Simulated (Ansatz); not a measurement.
Cs:
```
CELL_PARAMETERS angstrom
      0.00000     3.95591     3.95591
      3.95591     0.00000     3.95591
      3.95591     3.95591     0.00000
ATOMIC_POSITIONS crystal
  Cs 0.00000 0.00000 0.00000
```

Relaxed with r²SCAN. Special points in fractions of this cell's reciprocal vectors: Γ (0.000, 0.000, 0.000); X (0.500, 0.000, 0.500); U (0.625, 0.250, 0.625); K (0.375, 0.375, 0.750); L (0.500, 0.500, 0.500); W (0.500, 0.250, 0.750).

List the band energies nearest the Fermi level at these points for r²SCAN (plane waves, PAW; program Ansatz).

In eV from the Fermi level; about four levels below and three above (degenerate sets whole), none deeper than 8.9 eV; points with the same levels are listed once.

```
k  below                above
-  -----  -------------------
Γ  -1.75       2.67 2.67 2.67
X      –       0.29 1.15 1.29
U      –       0.62 0.97 1.25
L      –  0.03 0.57 2.50 2.50
W      –       0.73 1.19 1.19
```

Space group Fm-3m (fcc (Cu type)). The first step of the workflow began from a Materials Project structure, measured or hypothetical; the Crystallography Open Database files this formula in space group No. 225, but the cells were not matched. It is not the phase usual at ambient conditions (space group No. 229). The cell was relaxed with r²SCAN under the symmetry of its start; whether a distortion lowers the energy is not shown. Scalar-relativistic: spin–orbit coupling is off unless named, which matters more the heavier the elements.

Potentials: the later of the program's two PAW sets.
